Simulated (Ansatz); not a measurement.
Input file for Ansatz (an electronic-structure program):

Ansatz 0.2 input:
```yaml
crystal:
  lattice:
    - [3.3147341352, 0.0, 0.0]
    - [-1.6573670676, 2.8706439679, 0.0]
    - [0.0, 0.0, 5.4469474738]
  atoms:
    - { symbol: Ti, position: [0.0, 0.0, 0.0] }
    - { symbol: S, position: [0.3333333333, 0.6666666667, 0.2609353642] }
    - { symbol: S, position: [0.6666666667, 0.3333333333, 0.7390646358] }
kpoints:
  mp_grid: { grid: [14, 14, 8] }
hamiltonian:
  xc: lda
  pseudopotentials: { azcp: { folder: ./paw }, kind: paw }
scf:
  occupations: { method: fermi_dirac, width: 0.1 }
phonons:
  method: dfpt
  response_accuracy: low
  eigenvectors: true
  rigid_motions: translations
```

Output (shortened):

```
zone centre: on kpoints.mp_grid the ground state, and the responses unless they are solved on pairs of k-points, stand on 429 of the mesh's 1568 k-points, …
Pseudopotentials: kind: paw
Pseudopotential: Ti, paw, valence charge 12
Pseudopotential: S, paw, valence charge 6
Functional definition: SPW92
Crystal: 3 atoms, lattice volume = 51.830 Å³
Basis set: ecut = 420 eV, 1039 PW (Γ), exchange–correlation on 48×48×80 points (8 copies of the dense FFT grid, shifted against one another)
Bands: 16, of which v1, the nominal top of the filled ones, is band 12 counted from 1 (11 counted from 0)
Symmetry: 12 space group operations
k-points: 429 of 1568 (irreducible under 2 space group operations, time reversal used)
PAW frozen core: Ti, regenerated for the run's functional, and the local potential with it
PAW frozen core: S, regenerated for the run's functional, and the local potential with it
Initial density: superposition of atomic densities (chi_scale 0.1, normalization cell, long waves kept (reshape's long-wave potential 0.05 eV rms))
Initial wavefunctions: pseudopotential atomic-orbital guess
Eigensolver: davidson
Functional: x = slater, c = lda
SCF iter   1: F=—  HF=-4195.793488 eV  |F-HF|=—  |Δ(HF+E_count)|=         —  Δρ=1.08e-1  dr2=1.85e1  ethr=3.10e-3  ⟨swp⟩=6.0  Hψ=39082  notcnv=0
all-band conjugate gradients solve this SCF's bands
preconditioner: auto → Kerker (q_TF=auto, 2.400 Å⁻¹)
SCF iter   2: F=—  HF=-4194.377388 eV  |F-HF|=—  |Δ(HF+E_count)|=    1.42e0  Δρ=5.64e-2  dr2=6.16e0  ethr=3.10e-3  ⟨swp⟩=2.9  Hψ=12723  notcnv=0
SCF iter   3: F=—  HF=-4193.552552 eV  |F-HF|=—  |Δ(HF+E_count)|=   8.25e-1  Δρ=1.15e-2  dr2=2.28e-1  ethr=3.10e-3  ⟨swp⟩=3.3  Hψ=12243  notcnv=0
SCF iter   4: F=—  HF=-4193.512173 eV  |F-HF|=—  |Δ(HF+E_count)|=   4.04e-2  Δρ=3.71e-3  dr2=9.06e-3  ethr=9.52e-4  ⟨swp⟩=2.2  Hψ=11512  notcnv=0
SCF iter   5: F=—  HF=-4193.510087 eV  |F-HF|=—  |Δ(HF+E_count)|=   2.09e-3  Δρ=1.58e-3  dr2=1.84e-3  ethr=3.78e-5  ⟨swp⟩=2.1  Hψ=11215  notcnv=0
SCF iter   6: F=—  HF=-4193.509970 eV  |F-HF|=—  |Δ(HF+E_count)|=   1.16e-4  Δρ=4.17e-4  dr2=1.41e-4  ethr=7.65e-6  ⟨swp⟩=2.6  Hψ=11152  notcnv=0
SCF iter   7: F=—  HF=-4193.509957 eV  |F-HF|=—  |Δ(HF+E_count)|=   1.29e-5  Δρ=6.31e-5  dr2=2.77e-6  ethr=5.87e-7  ⟨swp⟩=2.6  Hψ=9762  notcnv=0
SCF iter   8: F=—  HF=-4193.509957 eV  |F-HF|=—  |Δ(HF+E_count)|=   6.12e-8  Δρ=1.47e-5  dr2=1.45e-7  ethr=1.15e-8  ⟨swp⟩=2.1  Hψ=10157  notcnv=0
SCF iter  11: F=-4193.509957 eV  HF=-4193.509957 eV  |F-HF|=0.00e0  |Δ(HF+E_count)|=  5.18e-11  Δρ=1.27e-7  dr2=7.97e-12  ethr=1.00e-12  ⟨swp⟩=5.8  Hψ=37033  notcnv=0
the search or the solves at the SCF's close seem to have found levels that the self-consistency loop had missed (the run counts 7) …
SCF 1 converged in 11 iterations: F = -4193.509957 eV  dr2 = 7.97e-12
DFPT response loops at Γ: preconditioner auto → Kerker (q_TF=auto, 2.400 Å⁻¹) (partly filled bands, converged f_vac=0.000) …
SCF converged after 11 iterations
Free energy (F): -4193.509957 eV
Harris-Foulkes:  -4193.509957 eV  (|F-HF|=0.00e0)
Internal energy: -4193.488109 eV  (E = F + TS)
E sigma→0 (E₀):  -4193.499033 eV
Entropy (-TS):   -0.021848 eV (-7.283 meV/atom)
Fermi energy:    8.913077 eV
--- Per-component energies (eV) ---
  E_band       = -184.668429
  E_kinetic    = 493.730144
  E_local      = -1513.932971  (includes V_loc(G=0)·N_el)
  E_nonlocal   = 135.221681
  E_hartree    = 603.431965
  E_xc         = -292.966701
  E_vxc        = -312.779327  (∫ρ·V_xc dr)
  E_paw        = -2146.756237  (= ΣΔE_a)
  E_vpaw       = -193.771853  (= ΣTr[D̂ρ^β])
  E_aug_tail   = -0.000076  (compensation charges beyond the density's cutoff)
  E_ewald      = -1472.848260
  E_core_change = 0.632346  (= ΣΔE_core)
  E_smearing   = -0.021848  (= −TS)
  E_closure    = 0.000000  (closes the sum)
  Σ components = -4193.509957   (vs F -4193.509957, Δ=0.00e0)
  [band-id]    e_kinetic+e_local+e_nonlocal+2·e_hartree+e_vxc+e_vpaw+e_augmentation_tail = -184.668473   (vs E_band -184.668429, Δ=-4.43e-5)
--- Band table (eV; the first three rows and the last of 429) ---
  k-point 0: bands = ["-47.7981", "-24.3740", "-24.3086", "-24.3086", "-5.2322", "-3.1487", "3.0124", "6.1699", "6.1699", "9.2535", "9.2557", "9.2557", "9.5231", "9.5231", "9.8007", "12.5842"]
  k-point 1: bands = ["-47.7981", "-24.3741", "-24.3086", "-24.3086", "-5.1778", "-3.2611", "3.2107", "6.1802", "6.1802", "8.6770", "9.2080", "9.2080", "9.5197", "9.5197", "10.1441", "12.6588"]
  k-point 2: bands = ["-47.7981", "-24.3742", "-24.3085", "-24.3085", "-5.0200", "-3.5500", "3.7539", "6.2058", "6.2058", "7.7422", "9.0998", "9.0998", "9.5085", "9.5085", "10.4542", "12.8383"]
  k-point 428: bands = ["-47.7787", "-24.4627", "-24.3850", "-24.3348", "-3.3450", "-2.9708", "4.1168", "4.6322", "5.4849", "5.7360", "6.2335", "6.9474", "10.1118", "10.7253", "11.0019", "12.1166"]
  band table: 16 of 16 bands, residual norms ≤ 1.0e-3 eV
--- Phonons (Γ-DFPT): 4 representative perturbations + reference, on 429 of 1568 k-points (Σ response iterations 12) ---
  k mesh reduced under 2 symmetry operations, with k and −k counted as one. Each operation leaves every solved perturbation unchanged …
  ASR residual: 2.651e-4 → 0.000e0 eV/Å²; symmetrization residual: 6.233e-5 eV/Å²
  ASR residual per site (eV/Å²): 2.65e-4 6.19e-5 6.19e-5
  Γ frequencies (cm⁻¹): 0.00 0.00 0.00 198.84 198.84 247.91 247.91 342.80 388.35
  non-analytic LO–TO correction: not included (Born effective charges unavailable; polar crystals: no LO–TO splitting at Γ)
```

Cost: about 2.9 core-minutes (a rough figure) on shared cores.

Space group P-3m1 (CdI2 type). The LDA relaxation kept the symmetry of its start; of distortions, only those at the zone centre were tested. No spin polarisation was allowed. A crystal of weakly bound layers computed without a dispersion correction: the cell and the soft elastic constants depend strongly on that. As this level gives no gap, phonon frequencies hold no LO–TO term and depend on the k-mesh and smearing (Fermi–Dirac, 0.1 eV here).

Potentials: the earlier of the program's two PAW sets.

Ansatz is a plane-wave DFT program.
